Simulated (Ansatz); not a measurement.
Computed with DFT PBE, scalar-relativistic, plane waves, PAW in Ansatz. Plane waves to 420 eV, a 12×12×4 mesh through Γ for the 6-atom cell and 0.10 eV Gaussian smearing; no spin polarisation.

The zero of energy is the elements' standard structures at the same level; no fitted shifts are applied.

Q: Propose a candidate for a trigonal metal with formula RbLiGe₂S₂, with a formation energy near −0.27 eV/atom and about 26 Å³ per atom, in a cell of 6 atoms. Its symmetry should be P-3m1 (No. 164).

A: RbLiGe₂S₂, space group P-3m1 (No. 164). Around Rb lie 6 S at 3.37 Å; Li has 6 Ge at 3.04 Å; Ge is surrounded by 3 S at 2.56 Å and 3 Li at 3.04 Å; around S lie 3 Ge at 2.56 Å and 3 Rb at 3.37 Å.

```xyz
6
Lattice="4.1393 0.0000 0.0000 -2.0696 3.5847 0.0000 0.0000 0.0000 10.3303" Properties=species:S:1:pos:R:3 pbc="T T T"
Rb    0.0000    0.0000    0.0000
Li    0.0000    0.0000    5.1652
Ge    2.0696    1.1949    7.0473
Ge    0.0000    2.3898    3.2831
S     2.0696    1.1949    2.3690
S     0.0000    2.3898    7.9613
```

The volume per atom is 25.55 Å³. The density is 3.27 g/cm³ and the formation energy is −0.27 eV/atom. The gap on the 12×12×4 mesh of the 6-atom cell is 0 eV (a metal).

The cell was found from a structure generator's guess, not taken from experiment. Other answers may fit too; this one was computed.

The reference form of S is held partly by dispersion forces, which this level lacks. A structure relaxed within its symmetry needn't be a true minimum.
